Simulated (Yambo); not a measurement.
K$_{2}$SnF$_{6}$ (space group P-3m1, No. 164), G0W0@LDA in Yambo; all else as in the reference (3×3×2 Γ-centred k mesh, 209 bands and a 7 Ry block in the screening, 209 bands in G with the Bruneval-Gonze terminator, plasmon pole fitted at 27.2 eV). One parameter is varied: the cutoff of the wavefunctions in Yambo, over 10, 20, 30, 50, 84 Ry.

**Question.** From which value on does the gap Γ → Γ stay within 0.05 eV of the largest setting?

**Answer.** From 30 Ry on.
```
cutoff of the wavefunctions in Yambo (Ry)  G0W0 gap (eV)  valence shift (eV)
-----------------------------------------  -------------  ------------------
10                                                  8.49               -1.35
20                                                  9.23               -2.15
30                                                  9.25               -2.31
50                                                  9.28               -2.36
84                                                  9.29               -2.36
```
The last step of the sweep still moves the gap by 4 meV; the other settings are held fixed.

The standard potential for Sn keeps a d shell in the valence without the s and p states of that shell. In tests on such compounds this moved G0W0 gaps by up to about 0.9 eV, so absolute quasiparticle energies here are unreliable; differences between settings are what counts.

Spin-orbit coupling is not included.

Geometry of the Materials Project entry, not relaxed at this level; primitive cell a = b = 5.856 Å, c = 4.582 Å, α = β = 90.00°, γ = 120.00°.

The structure is a Materials Project entry; no match was found in the copy of COD used, and its stability was not checked.

A shift is the quasiparticle energy of the state minus its LDA energy.
